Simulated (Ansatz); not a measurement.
**Piezoelectric tensor of Al3GaSb4**

Theory: DFT PBE, scalar-relativistic, plane waves, PAW in Ansatz. Plane waves to 420 eV; Γ-centred k mesh 6×6×6; fixed occupations. No spin polarisation.

The cell, relaxed at this level:
```yaml
crystal:
  lattice:
    - [6.22269, 0.00000, 0.00000]
    - [0.00000, 6.22269, 0.00000]
    - [0.00000, 0.00000, 6.22269]
  atoms:
    - { symbol: Al, position: [0.50000, 0.00000, 0.00000] }
    - { symbol: Al, position: [0.00000, 0.00000, 0.50000] }
    - { symbol: Al, position: [0.00000, 0.50000, 0.00000] }
    - { symbol: Ga, position: [0.50000, 0.50000, 0.50000] }
    - { symbol: Sb, position: [0.24992, 0.75008, 0.24992] }
    - { symbol: Sb, position: [0.24992, 0.24992, 0.75008] }
    - { symbol: Sb, position: [0.75008, 0.75008, 0.75008] }
    - { symbol: Sb, position: [0.75008, 0.24992, 0.24992] }
```

The cell was found from a structure generator's guess, not taken from experiment. Spin–orbit coupling is left out, which matters for heavy elements.

Task: Give the relaxed-ion proper piezoelectric stress tensor e_iJ (C/m², Voigt columns xx yy zz yz xz xy).

Result:
```
x    0.000  0.000  0.000 -0.182  0.000  0.000
y    0.000  0.000  0.000  0.000 -0.182  0.000
z    0.000  0.000  0.000  0.000  0.000 -0.182
```
Signs follow the orientation of the cell as given.

Task: With the elastic constants (GPa, Voigt order)
C11 = 75.6, C12 = 34.5, C13 = 34.5, C22 = 75.6, C23 = 34.5, C33 = 75.6, C44 = 36.6, C55 = 36.6, C66 = 36.6 GPa; the others vanish.
find the strain coefficients d = e·C⁻¹ (pC/N).

Result:
```
x    0.00  0.00  0.00 -4.96  0.00  0.00
y    0.00  0.00  0.00  0.00 -4.96  0.00
z    0.00  0.00  0.00  0.00  0.00 -4.96
```
